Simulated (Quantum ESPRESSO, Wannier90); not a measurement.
SrHfO3 (cubic perovskite): Wannier90 run

```
begin unit_cell_cart
ang
    4.1412100000    0.0000000000    0.0000000000
    0.0000000000    4.1412100000    0.0000000000
    0.0000000000    0.0000000000    4.1412100000
end unit_cell_cart
begin atoms_frac
Sr   0.5000000000  0.5000000000  0.5000000000
Hf   0.0000000000  0.0000000000  0.0000000000
O    0.0000000000  0.5000000000  0.0000000000
O    0.5000000000  0.0000000000  0.0000000000
O    0.0000000000  0.0000000000  0.5000000000
end atoms_frac
```

Materials Project entry mp-4551; symmetrised, unrelaxed at this level. COD (Crystallography Open Database) records the formula in this space group. Ideal cubic forms of this type are often high-temperature phases that distort on cooling; symmetry holds the cell here, and its stability was not tested. Method: PBEsol plane waves in Quantum ESPRESSO 7.5 (PseudoDojo norm-conserving files, 68 Ry, spinors with spin-orbit coupling), Bloch states on a 6×6×6 mesh through Γ, Wannier90 4.0.1. Density: 8×8×8 mesh, cold smearing 0.01 Ry.

A tight-binding model is made by disentanglement and projection with no localisation steps (num_iter = 0), so the 28 orbitals stay atom-like: hydrogen-like Hf: d; O: p, axes along x, y, z; frozen window up to 4.90 eV relative to the valence-band maximum. It follows pw.x to 49 meV rms for states up to 4.6 eV relative to the valence-band maximum. Matrix elements depend on this choice of orbitals and windows.

**Question.** What are the on-site energies relative to the valence-band maximum, and how fast do the hoppings decay?

**Answer.** 
```json
[
 {"atom": "Hf2", "orbitals": "dz2↑ dz2↓ dx2-y2↑ dx2-y2↓", "energy (eV)": "9.01"},
 {"atom": "Hf2", "orbitals": "dxz↑ dxz↓ dyz↑ dyz↓ dxy↑ dxy↓", "energy (eV)": "5.08"},
 {"atom": "O3", "orbitals": "pz↑ pz↓ px↑ px↓", "energy (eV)": "-1.25"},
 {"atom": "O3", "orbitals": "py↑ py↓", "energy (eV)": "-1.18"},
 {"atom": "O4", "orbitals": "pz↑ pz↓ py↑ py↓", "energy (eV)": "-1.25"},
 {"atom": "O4", "orbitals": "px↑ px↓", "energy (eV)": "-1.18"},
 {"atom": "O5", "orbitals": "pz↑ pz↓", "energy (eV)": "-1.18"},
 {"atom": "O5", "orbitals": "px↑ px↓ py↑ py↓", "energy (eV)": "-1.25"}
]
```

| distance of the centres (Å) | largest modulus (eV) |
|---|---|
| 2–3 | 3.0 |
| 4–5 | 0.29 |
| 5–6 | 0.045 |
| 6–7 | 0.049 |
| 7–8 | 0.015 |
| 8–9 | 0.023 |
| 9–10 | 0.020 |
| 10–11 | 0.018 |
| 11–12 | 0.017 |

Effective spin-orbit constants λ of λ L·S, from the same-site elements px↑–py↑ (λ/2) and dx2-y2↑–dxy↑ (λ), where they are among the larger elements: Hf2 d 0.26 eV.
